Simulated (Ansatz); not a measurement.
**Perovskite alloy of KTaO3 and KNbO3 (4 of 8 Ta sites exchanged), 40 atoms**

Ansatz, PAW, plane waves. PBEsol relaxation of volume and atoms (shape held) at the single k point (¼, ¼, ¼) without its symmetry partners; single points on the relaxed atoms at the Γ point alone, onto which points of the small cell's zone fold. Arrangement: quasirandom. No spin–orbit coupling unless named.

Relaxed structure:

```
K Nb Ta O
1.0
     7.98674    0.00000    0.00000
     0.00000    7.98674    0.00000
     0.00000    0.00000    7.98674
K Nb Ta O
8 4 4 24
Direct
  0.99761 0.99791 0.99885
  0.99786 0.99774 0.49817
  0.99802 0.49791 0.99845
  0.99809 0.49845 0.49868
  0.49785 0.99845 0.99892
  0.49798 0.99829 0.49842
  0.49734 0.49775 0.99870
  0.49758 0.49829 0.49882
  0.24455 0.24160 0.24179
  0.24394 0.24447 0.74178
  0.24097 0.74159 0.24537
  0.74095 0.74446 0.24476
  0.24780 0.74483 0.74568
  0.74485 0.24482 0.24862
  0.74424 0.24779 0.74860
  0.74778 0.74779 0.74506
  0.25295 0.25378 0.00465
  0.25294 0.25373 0.50470
  0.25280 0.75367 0.00410
  0.25282 0.75369 0.50410
  0.75286 0.25264 0.00318
  0.75287 0.25265 0.50321
  0.75278 0.75261 0.00360
  0.75282 0.75257 0.50361
  0.00325 0.25368 0.25364
  0.00277 0.25261 0.75363
  0.00381 0.75377 0.25380
  0.00234 0.75264 0.75370
  0.50326 0.25368 0.25366
  0.50277 0.25257 0.75366
  0.50385 0.75374 0.25379
  0.50238 0.75265 0.75370
  0.25351 0.00436 0.25425
  0.25226 0.00332 0.75422
  0.25341 0.50435 0.25436
  0.25226 0.50334 0.75419
  0.75334 0.00334 0.25309
  0.75229 0.00241 0.75313
  0.75336 0.50332 0.25309
  0.75230 0.50241 0.75313
```

Question: What are the mean bond lengths by pair (pairs within 1.2 times the sum of covalent radii, less contacts 15 % beyond the pair's median; cation–cation pairs of compounds aside; long ionic contacts are cut short by that bound)?

Answer: K–O 2.824 ± 0.041 Å (standard deviation, 96 bonds); Nb–O 2.000 ± 0.088 Å (standard deviation, 24 bonds); O–Ta 1.998 ± 0.054 Å (standard deviation, 24 bonds).

Question: What gap lies between the top filled and the lowest empty level in the single points?

Answer: HSE06 3.28 eV (28 s on NVIDIA H100); r²SCAN 2.32 eV (20 s on 2 threads of EPYC 7R13).
